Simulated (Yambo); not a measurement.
Cs$_{2}$NaYF$_{6}$ (space group Fm-3m, No. 225), G0W0@LDA in Yambo; all else as in the reference (2×2×2 Γ-centred k mesh, bands 2 to 286 and a 7 Ry block in the screening, 286 bands in G with the Bruneval-Gonze terminator, plasmon pole fitted at 27.2 eV). One parameter is varied: the cutoff of the wavefunctions in Yambo, over 10, 20, 30, 50, 88 Ry.

### Question
From which value on does the gap Γ → Γ stay within 0.05 eV of the largest setting?

### Answer
From 30 Ry on.
| cutoff of the wavefunctions in Yambo (Ry) | G0W0 gap (eV) | valence shift (eV) |
|---|---|---|
| 10 | 9.80 | -1.62 |
| 20 | 10.17 | -2.08 |
| 30 | 10.25 | -2.20 |
| 50 | 10.26 | -2.23 |
| 88 | 10.26 | -2.23 |
The last step of the sweep still moves the gap by 1 meV; the other settings are held fixed.

Geometry of the Materials Project entry, not relaxed at this level; primitive cell a = b = c = 6.5064 Å, α = β = γ = 60.00°.

A shift is the quasiparticle energy of the state minus its LDA energy.
